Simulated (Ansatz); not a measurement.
## What internal relaxation does to the elastic constants of Ni$_{3}$O$_{2}$

Level of theory: DFT PBE, scalar-relativistic, plane waves, PAW in Ansatz 0.2.0. Plane waves to 420 eV; Γ-centred k mesh 12×12×12; Fermi-Dirac smearing of 0.15 eV. No spin polarisation.

Relaxed structure:
```xyz
5
Lattice="2.9115 1.6810 1.9737 -2.9115 1.6810 1.9737 0.0000 -3.3619 1.9737" Properties=species:S:1:pos:R:3 pbc="T T T"
Ni    1.4558   -2.5215    2.9606
Ni    1.4558    2.5215    2.9606
Ni   -2.9115    0.0000    2.9606
O     0.0000    0.0000    1.5967
O     0.0000    0.0000    4.3246
```

The cell was built by swapping an element in a database structure (itself possibly hypothetical) and relaxing; it need not be the stable form of this composition. In a metal, frequencies and elastic constants depend on the k mesh and the smearing, soft modes and shear constants most. Spin polarisation was left out, and a magnetic state may lie lower. A semilocal functional can close a gap that the real compound has.

Clamped-ion constants (GPa, Voigt order; atoms follow the strain homogeneously):
C11 = 318.2, C12 = 147.0, C13 = 90.1, C14 = -56.3, C22 = 318.2, C23 = 90.1, C24 = 56.3, C33 = 109.6, C44 = 65.9, C55 = 65.9, C56 = -56.3, C66 = 85.6 GPa; the others vanish.

Question: What are the constants once the atoms relax in each strained cell?

Answer:
C11 = 101.2, C12 = 85.8, C13 = 52.4, C14 = -6.1, C22 = 101.2, C23 = 52.4, C24 = 6.1, C33 = 99.4, C44 = 33.5, C55 = 33.5, C56 = -6.1, C66 = 7.7 GPa; the others vanish.
The Voigt shear modulus goes from 71.4 to 22.4 GPa and the Voigt bulk modulus from 155.6 to 75.9 GPa. Relaxation subtracts ΛᵀK⁻¹Λ/V, with Λ the forces that a strain puts on the atoms and K the zone-centre force constants. At a stable cell this can only lower the diagonal constants, and it acts only for strains that share their symmetry with an optical mode; elsewhere, and where the coupling is weak, the constants hardly move.

Cost: 2 runs of about 14 core-minutes in all, on Intel Xeon Platinum 8259CL (Skylake/Cascade Lake), AMD EPYC 9R45 (Zen 5) (shared hosts).